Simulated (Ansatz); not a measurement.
**From barrier to diffusion: H in LiF**

Computed with DFT PBE, scalar-relativistic, plane waves, PAW (Ansatz). (420 eV cutoff, 2×2×2 k-mesh, Gaussian smearing of 0.02 eV, collinear spin)

Host crystal, relaxed:

```
Li F
1.0
     0.00000    2.03409    2.03409
     2.03409    0.00000    2.03409
     2.03409    2.03409    0.00000
Li F
1 1
Direct
  0.00000 0.00000 0.00000
  0.50000 0.50000 0.50000
```

In a supercell of 16 host sites, interstitial H hops to an equivalent place, moving 2.03 Å. Climbing-image nudged elastic band at fixed cell; the order of the saddle wasn't checked, and the small cell leaves errors of about a tenth of an eV. Zero-point motion and tunnelling, which matter for H, are left out.

```tsv
image	path (Å)	E − E(0) (eV)
0	0.00	0.000
1	0.38	0.046
2	0.76	0.155
3	1.14	0.222
4	1.53	0.155
5	1.91	0.046
6	2.29	0.000
```

Task: What are the barriers forward and back, and what attempt frequency does the shape suggest?

Result: Forward 0.22 eV, back 0.22 eV, the ends being level. For a sinusoidal profile E_b sin²(πx/l), with the H atom alone moving, ν = (1/l)√(E_b/2m) = 1.6×10¹³ s⁻¹, within an order of magnitude of the customary 10¹³ s⁻¹; a true prefactor needs the vibrations at the minimum and at the saddle.

Task: With ν = 10¹³ s⁻¹, give the forward jump rate along this one path, the wait 1/k for that jump, the diffusivity D ≈ l²k and the distance √(Dt) covered in an hour at 300, 600 and 1000 K, taking the host as solid throughout.

Result: k = ν exp(−E_b/k_BT):
```
T (K) k (1/s) wait (s) D (cm²/s)  √(Dt) in 1 h (nm)
  300   1.9×10⁹  5.4×10⁻¹⁰   7.7×10⁻⁷            5.3×10⁵
  600  1.4×10¹¹  7.3×10⁻¹²   5.6×10⁻⁵            4.5×10⁶
 1000  7.6×10¹¹  1.3×10⁻¹²   3.1×10⁻⁴            1.1×10⁷
```

D = l²k holds for six equivalent jumps in three dimensions (z l²k/6) and is a scale otherwise. Long-range transport needs a connected net of such jumps, and traps slow it. D is that of an interstitial already there. An error of 0.1 eV in the barrier changes k by a factor of 48 at 300 K and 3.2 at 1000 K.

Cost: 1 run of about 3.7 core-minutes, on Arm Neoverse V2 (shared hosts).